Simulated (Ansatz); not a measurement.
SiNi2:
Space group P6₃/mmc (No. 194); a = b = 3.8683 Å, c = 4.9166 Å, α = β = 90.00°, γ = 120.00°

```json
[
 {"atom": "Si", "site": "2d", "symmetry": "-6m2", "x": "0.6667", "y": "0.3333", "z": "0.2500"},
 {"atom": "Ni", "site": "2c", "symmetry": "-6m2", "x": "0.3333", "y": "0.6667", "z": "0.2500"},
 {"atom": "Ni", "site": "2a", "symmetry": "-3m.", "x": "0.0000", "y": "0.0000", "z": "0.0000"}
]
```

Relaxed at zero pressure with PBEsol in the plane-wave PAW code Ansatz.

Task: The volume is raised by 3 % and shape and atoms relax at that volume. What pressure results, and how do the axes share the change?

Result: -6.2 GPa; a 0.9 %, b 0.9 %, c 1.3 %; the energy rises by 6 meV/atom.

Task: Give the new structure.

Result: 
Space group P6₃/mmc (No. 194); a = b = 3.9015 Å, c = 4.9782 Å, α = β = 90.00°, γ = 120.00°

```
atom  site  symmetry       x       y       z
----  ----  --------  ------  ------  ------
Si      2d      -6m2  0.6667  0.3333  0.2500
Ni      2c      -6m2  0.3333  0.6667  0.2500
Ni      2a      -3m.  0.0000  0.0000  0.0000
```

The phase is kept; no other phase was compared at this pressure.

Space group P6_3/mmc. The first step of the workflow began from a Materials Project structure, measured or hypothetical; the Crystallography Open Database files this formula in space group No. 194, but the cells were not matched. Whether it is the stable phase at ambient conditions was not checked. Symmetry was held in the PBEsol relaxation; of distortions, only those at the zone centre were tested. The run is not spin-polarised.

Potentials: the later of the program's two PAW sets.
